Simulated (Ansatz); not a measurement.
Input file for Ansatz (a quantum-chemistry and plane-wave program):

Ansatz 0.2 input:
```yaml
crystal:
  lattice:
    - [4.2951760522, 0.0, 0.0]
    - [0.0, 4.9403658864, 0.0]
    - [0.0, 0.0, 8.5649686092]
  atoms:
    - { symbol: Te, position: [0.3627827721, 0.0282773087, 0.6015857664] }
    - { symbol: Te, position: [0.1372172279, 0.9717226913, 0.1015857664] }
    - { symbol: Te, position: [0.8627827721, 0.4717226913, 0.3984142336] }
    - { symbol: Te, position: [0.6372172279, 0.5282773087, 0.8984142336] }
    - { symbol: O, position: [0.7780132549, 0.1404633082, 0.5400566176] }
    - { symbol: O, position: [0.7219867451, 0.8595366918, 0.0400566176] }
    - { symbol: O, position: [0.2780132549, 0.3595366918, 0.4599433824] }
    - { symbol: O, position: [0.2219867451, 0.6404633082, 0.9599433824] }
    - { symbol: O, position: [0.1805520594, 0.7709852222, 0.2852803333] }
    - { symbol: O, position: [0.3194479406, 0.2290147778, 0.7852803333] }
    - { symbol: O, position: [0.6805520594, 0.7290147778, 0.7147196667] }
    - { symbol: O, position: [0.8194479406, 0.2709852222, 0.2147196667] }
kpoints:
  mp_grid: { grid: [5, 5, 3] }
  band_path:
    path:
      - [[0.0, 0.0, 0.0], [0.5, 0.0, 0.0], [0.5, 0.5, 0.0], [0.0, 0.5, 0.0], [0.0, 0.0, 0.0], [0.0, 0.0, 0.5], [0.5, 0.0, 0.5], [0.5, 0.5, 0.5], [0.0, 0.5, 0.5], [0.0, 0.0, 0.5]]  # Γ-X-S-Y-Γ-Z-U-R-T-Z
      - [[0.5, 0.0, 0.0], [0.5, 0.0, 0.5]]  # X-U
      - [[0.0, 0.5, 0.0], [0.0, 0.5, 0.5]]  # Y-T
      - [[0.5, 0.5, 0.0], [0.5, 0.5, 0.5]]  # S-R
      - [VBM, CBM]
    npoints: 6
basis: { xc_grid: 2 }
hamiltonian:
  xc: pbesol
  pseudopotentials: { azcp: { folder: ./paw }, kind: paw_fr }
magnetization: { noncollinear: true, spin_orbit: true }
scf:
  n_extra_bands: 24
  convergence: { dr2_threshold: 0.0000000001 }
  occupations: { method: gaussian, width: 0.01 }
checkpoint: { write: soc.run }
output: { eigenvalues: true }
```

Output (shortened):

```
Pseudopotential: Te, paw, valence charge 16
Pseudopotential: O, paw, valence charge 6
Functional definition: PBEsol
non-collinear run that drives no moment, with spin-orbit …
Crystal: 12 atoms, lattice volume = 181.746 Å³
Basis set: ecut = 420 eV, 3511 PW (Γ), exchange–correlation on 60×72×120 points (8 copies of the dense FFT grid, shifted against one another)
Bands: 136, of which v1, the nominal top of the filled ones, is band 112 counted from 1 (111 counted from 0)
Symmetry: 4 space group operations + 4 with time reversal
k-points: 18 of 75 (time reversal used)
Projection manifold: j_resolved (fully-relativistic pseudo-atomic orbitals)
SCF iter   1: F=—  HF=-32096.758881 eV  |F-HF|=—  |Δ(HF+E_count)|=         —  Δρ=6.15e-2  dr2=5.29e0  dr2_m=0.00e0 (ungated)  ethr=3.10e-3  |M|=0.00e0 ∫|m|=0.00e0 μB  |m|>n=0.0e0 m-floor=0.0e0 τ_xc=0.0e0  β_m=0.30  ⟨swp⟩=6.8  Hψ=11699  notcnv=0  defer=34
preconditioner: auto → Resta (q_TF=auto, 2.517 Å⁻¹)
spin=Noncollinear: Resta preconditioning applied to the charge; magnetization (m_x, m_y, m_z) channels mix plain (no charge-response kernel on spin).
SCF iter   2: F=—  HF=-32096.024783 eV  |F-HF|=—  |Δ(HF+E_count)|=   7.34e-1  Δρ=4.02e-2  dr2=1.87e0  dr2_m=0.00e0 (ungated)  ethr=3.10e-3  |M|=0.00e0 ∫|m|=0.00e0 μB  |m|>n=0.0e0 m-floor=0.0e0 τ_xc=0.0e0  β_m=0.50  ⟨swp⟩=2.0  Hψ=2938  notcnv=0  defer=320
SCF iter   3: F=—  HF=-32095.767522 eV  |F-HF|=—  |Δ(HF+E_count)|=   2.57e-1  Δρ=1.28e-2  dr2=1.78e-1  dr2_m=0.00e0 (ungated)  ethr=1.67e-3  |M|=0.00e0 ∫|m|=0.00e0 μB  |m|>n=0.0e0 m-floor=0.0e0 τ_xc=0.0e0  β_m=0.61  ⟨swp⟩=3.0  Hψ=4256  notcnv=0  defer=320
SCF iter   4: F=—  HF=-32095.775212 eV  |F-HF|=—  |Δ(HF+E_count)|=   7.69e-3  Δρ=2.96e-3  dr2=1.21e-2  dr2_m=0.00e0 (ungated)  ethr=1.58e-4  |M|=0.00e0 ∫|m|=0.00e0 μB  |m|>n=0.0e0 m-floor=0.0e0 τ_xc=0.0e0  β_m=0.71  ⟨swp⟩=3.0  Hψ=4112  notcnv=0  defer=320
SCF iter   5: F=—  HF=-32095.779803 eV  |F-HF|=—  |Δ(HF+E_count)|=   4.59e-3  Δρ=2.14e-3  dr2=6.97e-3  dr2_m=0.00e0 (ungated)  ethr=1.08e-5  |M|=0.00e0 ∫|m|=0.00e0 μB  |m|>n=0.0e0 m-floor=0.0e0 τ_xc=0.0e0  β_m=0.60  ⟨swp⟩=3.0  Hψ=3632  notcnv=0  defer=320
SCF iter   6: F=—  HF=-32095.779146 eV  |F-HF|=—  |Δ(HF+E_count)|=   6.56e-4  Δρ=4.86e-4  dr2=3.78e-4  dr2_m=0.00e0 (ungated)  ethr=6.22e-6  |M|=0.00e0 ∫|m|=0.00e0 μB  |m|>n=0.0e0 m-floor=0.0e0 τ_xc=0.0e0  β_m=0.80  ⟨swp⟩=2.0  Hψ=3199  notcnv=0  defer=320
SCF iter   7: F=—  HF=-32095.779599 eV  |F-HF|=—  |Δ(HF+E_count)|=   4.52e-4  Δρ=1.36e-4  dr2=3.76e-5  dr2_m=0.00e0 (ungated)  ethr=3.37e-7  |M|=0.00e0 ∫|m|=0.00e0 μB  |m|>n=0.0e0 m-floor=0.0e0 τ_xc=0.0e0  β_m=0.86  ⟨swp⟩=2.0  Hψ=3634  notcnv=0  defer=320
SCF iter   8: F=—  HF=-32095.779618 eV  |F-HF|=—  |Δ(HF+E_count)|=   1.92e-5  Δρ=3.06e-5  dr2=2.43e-6  dr2_m=0.00e0 (ungated)  ethr=3.36e-8  |M|=0.00e0 ∫|m|=0.00e0 μB  |m|>n=0.0e0 m-floor=0.0e0 τ_xc=0.0e0  β_m=0.93  ⟨swp⟩=2.5  Hψ=3736  notcnv=0  defer=320
SCF iter  13: F=-32095.779603 eV  HF=-32095.779603 eV  |F-HF|=3.64e-11  |Δ(HF+E_count)|=  5.09e-11  Δρ=1.42e-7  dr2=3.60e-11  dr2_m=0.00e0 (ungated)  ethr=1.00e-12  |M|=0.00e0 ∫|m|=0.00e0 μB  |m|>n=0.0e0 m-floor=0.0e0 τ_xc=0.0e0  ⟨swp⟩=11.1  Hψ=10536  notcnv=0…
SCF 1 converged in 13 iterations: F = -32095.779603 eV  dr2 = 3.60e-11
NSCF: frozen V_eff on 64 k-points
NSCF: frozen V_eff on 64 k-points
NSCF: frozen V_eff on 64 k-points
NSCF: frozen V_eff on 64 k-points
NSCF: frozen V_eff on 1 k-points
NSCF: frozen V_eff on 18 k-points
NSCF: frozen V_eff on 18 k-points
NSCF: frozen V_eff on 20 k-points
NSCF: frozen V_eff on 16 k-points
NSCF: frozen V_eff on 28 k-points
NSCF: frozen V_eff on 8 k-points
NSCF: frozen V_eff on 17 k-points
NSCF: frozen V_eff on 5 k-points
NSCF: frozen V_eff on 17 k-points
NSCF: frozen V_eff on 5 k-points
NSCF: frozen V_eff on 83 k-points
SCF converged after 13 iterations
Magnetization: |M| = 0.0000 μB,  M = (+0.0000, +0.0000, +0.0000) μB
Absolute magnetization: 0.0000 μB (∫|m|)
  site 0: m = (+0.0000, +0.0000, +0.0000) μB, |m| = 0.0000 μB  (R = 0.77 Å)
  site 1: m = (+0.0000, +0.0000, +0.0000) μB, |m| = 0.0000 μB  (R = 0.77 Å)
  site 2: m = (+0.0000, +0.0000, +0.0000) μB, |m| = 0.0000 μB  (R = 0.77 Å)
  site 3: m = (+0.0000, +0.0000, +0.0000) μB, |m| = 0.0000 μB  (R = 0.77 Å)
  site 4: m = (+0.0000, +0.0000, +0.0000) μB, |m| = 0.0000 μB  (R = 0.80 Å)
  site 5: m = (+0.0000, +0.0000, +0.0000) μB, |m| = 0.0000 μB  (R = 0.80 Å)
  site 6: m = (+0.0000, +0.0000, +0.0000) μB, |m| = 0.0000 μB  (R = 0.80 Å)
  site 7: m = (+0.0000, +0.0000, +0.0000) μB, |m| = 0.0000 μB  (R = 0.80 Å)
  site 8: m = (+0.0000, +0.0000, +0.0000) μB, |m| = 0.0000 μB  (R = 0.77 Å)
  site 9: m = (+0.0000, +0.0000, +0.0000) μB, |m| = 0.0000 μB  (R = 0.77 Å)
  site 10: m = (+0.0000, +0.0000, +0.0000) μB, |m| = 0.0000 μB  (R = 0.77 Å)
  site 11: m = (+0.0000, +0.0000, +0.0000) μB, |m| = 0.0000 μB  (R = 0.77 Å)
Free energy (F): -32095.779603 eV
Harris-Foulkes:  -32095.779603 eV  (|F-HF|=3.64e-11)
Internal energy: -32095.779603 eV  (E = F + TS)
E sigma→0 (E₀):  -32095.779603 eV
Fermi energy:    8.970298 eV
--- Per-component energies (eV) ---
  E_band       = -1140.882012
  E_kinetic    = 2038.087609
  E_local      = -9495.901111  (includes V_loc(G=0)·N_el)
  E_nonlocal   = 683.950091
  E_hartree    = 4332.827100
  E_xc         = -1055.437272
  E_vxc        = -1137.519095  (∫ρ·V_xc dr)
  E_paw        = -19621.685527  (= ΣΔE_a)
  E_vpaw       = -1895.159941  (= ΣTr[D̂ρ^β])
  E_aug_tail   = 0.006378  (compensation charges beyond the density's cutoff)
  E_ewald      = -8979.422351
  E_core_change = 1.795481  (= ΣΔE_core)
  E_smearing   =  0.000000  (= −TS)
  E_closure    =  0.000000  (closes the sum)
  Σ components = -32095.779603   (vs F -32095.779603, Δ=0.00e0)
  [band-id]    e_kinetic+e_local+e_nonlocal+2·e_hartree+e_vxc+e_vpaw+e_augmentation_tail = -1140.881870   (vs E_band -1140.882012, Δ=1.42e-4)
--- Band table (eV; the first three rows and the last of 18) ---
  k-point 0: bands = ["-30.5244", "-30.5244", "-30.5235", "-30.5235", "-30.5185", "-30.5185", "-30.5171", "-30.5171", "-30.4203", "-30.4203", "-30.4178", "-30.4178", "-30.4155", "-30.4155", "-30.4131", "-30.4131", "-29.0822", "-29.0822", "-29.0795", …
  k-point 1: bands = ["-30.5247", "-30.5244", "-30.5236", "-30.5230", "-30.5189", "-30.5180", "-30.5174", "-30.5168", "-30.4199", "-30.4198", "-30.4188", "-30.4186", "-30.4147", "-30.4146", "-30.4136", "-30.4135", "-29.0819", "-29.0815", "-29.0806", …
  k-point 2: bands = ["-30.5249", "-30.5242", "-30.5237", "-30.5229", "-30.5190", "-30.5178", "-30.5177", "-30.5166", "-30.4204", "-30.4194", "-30.4186", "-30.4171", "-30.4162", "-30.4147", "-30.4139", "-30.4130", "-29.0823", "-29.0817", "-29.0802", …
  k-point 17: bands = ["-30.5230", "-30.5228", "-30.5210", "-30.5207", "-30.5202", "-30.5200", "-30.5181", "-30.5179", "-30.4186", "-30.4183", "-30.4169", "-30.4164", "-30.4161", "-30.4157", "-30.4142", "-30.4140", "-29.0787", "-29.0782", "-29.0767", …
```

Cost: very roughly 22 core-minutes on shared cores.

Space group P2_12_12_1. The first step of the workflow began from a Materials Project structure, measured or hypothetical; the Crystallography Open Database files this formula in space group No. 19, but the cells were not matched. Whether it is the stable phase at ambient conditions was not checked. The cell was relaxed with PBEsol under the symmetry of its start; its stability against distortions is not shown here.

Potentials: the earlier of the program's two PAW sets. The files were generated under PBE; for other functionals the program regenerates the frozen cores, and for LDA and PBEsol the local potential too.

Ansatz is a plane-wave DFT program.
